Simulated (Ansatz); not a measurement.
A generator proposed this cell of BeSe4.

```xyz
5
Lattice="4.9430 0.0000 0.0000 0.0000 4.9430 0.0000 0.0000 0.0000 6.0143" Properties=species:S:1:pos:R:3 pbc="T T T"
Be    2.4715    2.4715    3.0071
Se    0.0000    0.0000    3.0071
Se    0.0000    2.4715    0.0000
Se    2.4715    0.0000    0.0000
Se    2.4715    2.4715    0.0000
```

All numbers below come from DFT PBE, scalar-relativistic, plane waves, PAW in Ansatz 0.2.0. Cutoff 420 eV; k points 4×4×4 on the computed 5-atom cell (Γ-centred); Gaussian smearing, width 0.10 eV; no spin polarisation.

The zero of energy is the elements' standard structures at the same level; no fitted shifts are applied.

Question: What does a single point on this coarse mesh give?

Answer: The pressure is -2.0 GPa (the mean over three directions, positive in compression), the largest force is 0.00 eV/Å (symmetry fixes the atoms), and the energy is +1.18 eV/atom against the elements. The shortest distance is 2.47 Å.

Question: Is it a good guess?

Answer: A rough one: relaxing gains about 0.47 eV/atom (the start's value is from the coarse mesh, so the gain is rough) in 17 ionic steps and ends at +0.71 eV/atom on the finer mesh. The symmetry stays P4/mmm (No. 123). The volume per atom shrinks by 21.2 %, from 29.4 to 23.2 Å³. The shortest distance goes from 2.47 Å (Se–Se) to 2.01 Å (Be–Se). The ratio c/a of the conventional cell changes by a factor of 0.62. Conventional cell: a = 5.367 Å, c = 4.018 Å. Be is surrounded by 2 Se at 2.01 Å, 8 Se at 3.35 Å and 4 Se at 3.80 Å; Se on a site of symmetry 4/mmm is surrounded by 8 Se at 3.35 Å and 4 Be at 3.80 Å; Se on a site of symmetry mmm has 2 Se at 2.68 Å, 4 Be at 3.35 Å and 4 Se at 3.35 Å; 1 more site not described.

The last run used an 8×8×10 mesh (in the run's order of axes) for its 5-atom cell and Gaussian smearing of 0.10 eV. The reference form of Se is held partly by dispersion forces, which this level lacks. The relaxation can't lower the symmetry of the start, and the grade says only how near the guess is to its own end. Symmetry constrained the relaxation, so the result can be a saddle point. Another cell of BeSe4 relaxed alike, in P-3m1, lies 0.59 eV/atom lower, so this cell isn't the stable form at this level.
